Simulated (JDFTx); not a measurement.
System: Tl(0001) (P6_3/mmc bulk; lattice of mp-82, not re-optimised at this level), 1x1 cell of 4 atoms in 4 planes, area 10.59 Å² a face, 8.6 Å between the outermost planes in a cell 24.5 Å high; k mesh 8×8×1, Fermi width 0.01 Ha, no spin polarisation.

Profiles through the double layer of this slab, charged, in linear PCM (GLSSA13), water, 2 M NaCl; PBE, GBRV ultrasoft potentials, plane waves to 20/100 Ha, a modified build of JDFTx. z is the height above the outermost atoms, φ the plane-averaged electrostatic potential energy of an electron (zero in the bulk liquid), ρ_b the bound charge of solvent and ions, s the cavity shape function (0 in the solid, 1 in the liquid).

| z (Å) | n (e/Å³) | s | φ (eV) | ρ_b (10⁻³ e/Å³) |
|---|---|---|---|---|
| 0.90 | 0.1930 | 0.00 | -1.264 | 0.00 |
| 1.35 | 0.0556 | 0.00 | -0.638 | 0.07 |
| 1.80 | 0.0186 | 0.00 | -0.040 | 2.00 |
| 2.26 | 0.0069 | 0.06 | 0.041 | 4.79 |
| 2.71 | 0.0027 | 0.45 | 0.028 | 3.13 |
| 3.16 | 0.0011 | 0.90 | 0.022 | 1.30 |
| 3.62 | 0.0005 | 1.00 | 0.018 | 0.56 |
| 4.07 | 0.0002 | 1.00 | 0.015 | 0.26 |
| 4.53 | 0.0001 | 1.00 | 0.012 | 0.12 |
| 4.98 | 0.0000 | 1.00 | 0.010 | 0.06 |
| 5.43 | 0.0000 | 1.00 | 0.008 | 0.03 |
| 5.89 | 0.0000 | 1.00 | 0.006 | 0.02 |
| 6.34 | 0.0000 | 1.00 | 0.005 | 0.01 |
| 6.79 | 0.0000 | 1.00 | 0.004 | 0.01 |
| 7.25 | 0.0000 | 1.00 | 0.003 | 0.01 |
| 7.70 | 0.0000 | 1.00 | 0.003 | 0.00 |

Task: Is the electrode positively or negatively charged, and roughly by how much?

Result: Negatively: σ = -9.0 μC/cm² per face. The liquid's bound charge is of the opposite sign overall, and far from the surface φ decays with the screening length (2.1 Å).
